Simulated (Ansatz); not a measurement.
Ta₂C:
```xyz
3
Lattice="3.1098 0.0000 0.0000 -1.5549 2.6932 0.0000 0.0000 0.0000 4.9434" Properties=species:S:1:pos:R:3 pbc="T T T"
Ta     0.0000     1.7955     1.2533
Ta     1.5549     0.8977     3.6902
C      0.0000     0.0000     0.0000
```

Relaxed with r²SCAN.

**Question.** Give the Bader charges and basin volumes of the independent atoms, r²SCAN in the plane-wave PAW code Ansatz.

**Answer.** 

```
atom  Bader charge (e)  Bader volume (Å³)
----  ----------------  -----------------
Ta1              +1.00               15.2
C3               -2.01               11.1
```

Space group P-3m1. The workflow started from an entry of the Crystallography Open Database (COD, 293 K). Whether it is the stable phase at ambient conditions was not checked. Symmetry was held in the r²SCAN relaxation; its stability against distortions is not shown here. No spin polarisation was allowed. Spin–orbit coupling is left out wherever it is not named.

Potentials: the later of the program's two PAW sets.
